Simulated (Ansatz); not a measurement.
NaCl (rock salt, Fm-3m), DFT-PBE in the program Ansatz with PAW potentials, all energies at zero smearing, with the estimated change up to a 700 eV cutoff added, with one set of potentials and settings (totals compare only within such a set). Cell of 2 atoms (1 Na, 1 Cl): -2569.557 eV.

| element | reference phase | E (eV/atom) |
|---|---|---|
| Na | P6_3/mmc, 2 atoms in the cell | -1486.4173 |
| Cl | Cmce, 4 atoms in the cell | -1079.4982 |

Formation energy per atom, worked out: (-2569.557 − 1×(-1486.4173) − 1×(-1079.4982))/2 = -1.821 eV/atom (-176 kJ per mol of atoms), at 0 K, without zero-point energy or fitted corrections.

The PBE relaxation kept the symmetry of its start. The references are the lowest solids computed at this level, not always the standard phases (solids in place of the gases).

Potentials: the earlier of the program's two PAW sets.
